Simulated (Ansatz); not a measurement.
Starting cell, NiSi$_{2}$ (fluorite type, space group Fm-3m):

```
CELL_PARAMETERS angstrom
      0.00000     2.69349     2.69349
      2.69349     0.00000     2.69349
      2.69349     2.69349     0.00000
ATOMIC_POSITIONS crystal
  Ni 0.00000 0.00000 0.00000
  Si 0.25000 0.25000 0.25000
  Si 0.75000 0.75000 0.75000
```

In this cell atom 2 (Si, nearest neighbour Ni at 2.333 Å; its periodic images, 3.8 Å or more away, move with it) is moved by s along Cartesian [110], unit vector (0.707, 0.707, 0.000); all other atoms and the cell stay fixed.

Computed with r2SCAN (plane waves to 500 eV, PAW, scalar-relativistic; Ansatz, an electronic-structure program). k mesh 12×12×12 (Γ-centred), Fermi-Dirac smearing 0.05 eV. The energy includes the smearing's −TS. With partly filled bands, energies and forces of such displacements shift with the k mesh and the smearing. On this mesh the relaxed cell isn't quite at rest: it carries a pressure of -0.3 GPa (compression positive) at the zero of the scan. NiSi2 is run without spin polarisation. NiSi2 was relaxed with its symmetry unable to fall. The zero of ΔE is the undisplaced structure. The last digit holds for this mesh only.

| s (Å) | ΔE (meV/cell) |
|---|---|
| -0.700 | 2520.6 |
| -0.560 | 1516.2 |
| -0.420 | withheld |
| -0.280 | 345.2 |
| -0.140 | 84.7 |
| 0.000 | 0.0 |
| 0.140 | 84.7 |
| 0.280 | 345.2 |
| 0.420 | withheld |
| 0.560 | 1516.2 |
| 0.700 | 2520.6 |

### Question
Fit an even polynomial form (powers 2, 4, 6) to the given rows and predict ΔE at s = -0.420.

### Answer
Least squares on the 9 given rows: ΔE = (4258)·s² + (1894)·s⁴ + (-174.4)·s⁶, in meV/cell with s in Å; root-mean-square residual 0.26 meV/cell. At -0.420 the fit gives 809.1 meV/cell; the calculation gives 809.0 meV/cell, so the interpolation is off by 0.1 (+0.0 %). The quadratic term alone would give 751.1 meV/cell.

(A displaced cell: forces are minus the slopes of the energy, force constants its curvatures, and phonons follow from these.)
